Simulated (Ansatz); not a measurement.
The cell below belongs to a search over invented structures; it isn't taken from experiment.

Input and command of a plane-wave DFT calculation in Ansatz:

```yaml
crystal:
  lattice:
    - [0.0, 2.08199494, 10.37232794]
    - [1.46817608, 0.0, 10.37232794]
    - [1.46817608, 2.08199494, 0.0]
  atoms:
    - { symbol: Si, position: [0.40044433, 0.40044433, 0.59955567] }
    - { symbol: Si, position: [0.8002122, 0.8002122, 0.1997878] }
    - { symbol: Si, position: [0.1997878, 0.1997878, 0.8002122] }
    - { symbol: Si, position: [0.59955567, 0.59955567, 0.40044433] }
    - { symbol: B, position: [0.0, 0.0, 0.0] }
basis:
  ecutwfc: 420
kpoints:
  mp_grid: { grid: [7, 7, 7] }
hamiltonian:
  xc: pbe
scf:
  occupations: { method: gaussian, width: 0.2 }
  lower_state_search: "off"
output:
  forces: true
  stress: true
  eigenvalues: true
relax:
  adjacent_minimum: "off"
  f_tol: 0.08
  max_steps: 16
  cell: { stress_tol: 0.8 }
```

```bash
ansatz run input.yaml --threads 1 --pin off --max-ram 2560MiB --backend cpu --events-out ev --progress --plain --runs-dir out
```

Processor: Arm Neoverse N1, 1 thread, on a host shared with other jobs.

**Question.** Estimate time, memory and problem size.

**Answer.** About 94 s, peak memory 0.36 GiB. It solves 15 bands at 64 k points (after reduction by symmetry) with about 1325 plane waves (on the last cell), in 66 SCF iterations over 10 ionic steps.
